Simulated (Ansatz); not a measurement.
TaW in space group Cmcm (No. 63; Ta on 4c, W on 4c) under volume change, PBEsol in the plane-wave PAW code Ansatz, shape and atoms relaxed at each volume.

```tsv
V (Å³/atom)	E − E(relaxed) (meV/atom)	P (GPa)
15.441	122.3	27.78
15.950	51.5	17.08
16.459	12.2	7.89
16.968	0.0	0.00
17.477	11.0	-6.77
17.987	42.0	-12.58
```

What does a third-order Birch–Murnaghan fit give for V₀, B₀ and B′?

V₀ = 16.97 Å³/atom, B₀ = 243 GPa, B′ = 4.0.

The start of the workflow was typed in or built on a structure type; neither database checked (COD, Materials Project) lists it. Whether it is the stable phase at ambient conditions was not checked. Symmetry was held in the PBEsol relaxation; its stability against distortions is not shown here. The run is not spin-polarised. Its formation energy is positive at this level, so the cell may be metastable or incomplete. Scalar-relativistic: spin–orbit coupling is off unless named, which matters more the heavier the elements.

Potentials: the later of the program's two PAW sets.
